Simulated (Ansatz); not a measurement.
Response of LiZn to small distortions

```
CELL_PARAMETERS angstrom
0.00000 3.11100 3.11100
3.11100 0.00000 3.11100
3.11100 3.11100 0.00000
ATOMIC_POSITIONS crystal
Li 0.50000 0.50000 0.50000
Li 0.75000 0.75000 0.75000
Zn 0.00000 0.00000 0.00000
Zn 0.25000 0.25000 0.25000
```

Atoms are numbered in the order listed.

The geometry is COD entry 1539532, unchecked; take it as a test cell. It is an old determination, and later ones may differ.

Method: Ansatz 0.2.0, DFT, LDA, all-electron LAPW, scalar-relativistic.

The runs use a Γ-centred 9×9×9 k mesh, Fermi–Dirac smearing of 0.08 eV, basis error target 0.5 meV/atom, no spin polarisation.

The unchanged cell is at -5.67 GPa.

In a metal, stresses and small energies carry noise from the k mesh.

x, y and z are the Cartesian axes of the cell as listed; fractional coordinates follow a strain, and an engineering shear is twice the off-diagonal strain component.

**Question.** With this change (equal xy, yz and zx engineering shear strains of -2 %), what becomes of the energy and stress and forces?

**Answer.** Energy change +2 meV/atom; stress change (xx, yy, zz, yz, xz, xy) 0.06, 0.06, 0.06, 0.90, 0.90, 0.90 GPa, compression positive; change of the force on Zn3 (0.022, 0.022, 0.022) eV/Å.

**Question.** With this change (equal xy, yz and zx engineering shear strains of -1 %), what becomes of the energy and stress and forces?

**Answer.** Energy change under 1 meV/atom; stress change (xx, yy, zz, yz, xz, xy) 0.01, 0.01, 0.01, 0.43, 0.43, 0.43 GPa, compression positive; change of the force on Zn3 (0.011, 0.011, 0.011) eV/Å.

With equal xy, yz and zx engineering shear strains of +1 %: energy change under 1 meV/atom; stress change (xx, yy, zz, yz, xz, xy) 0.01, 0.01, 0.01, -0.40, -0.40, -0.40 GPa, compression positive; change of the force on Zn3 (-0.011, -0.011, -0.011) eV/Å.

**Question.** With this change (equal xy, yz and zx engineering shear strains of +2 %), what becomes of the energy and stress and forces?

**Answer.** Energy change +2 meV/atom; stress change (xx, yy, zz, yz, xz, xy) 0.05, 0.05, 0.05, -0.79, -0.79, -0.79 GPa, compression positive; change of the force on Zn3 (-0.023, -0.023, -0.023) eV/Å.
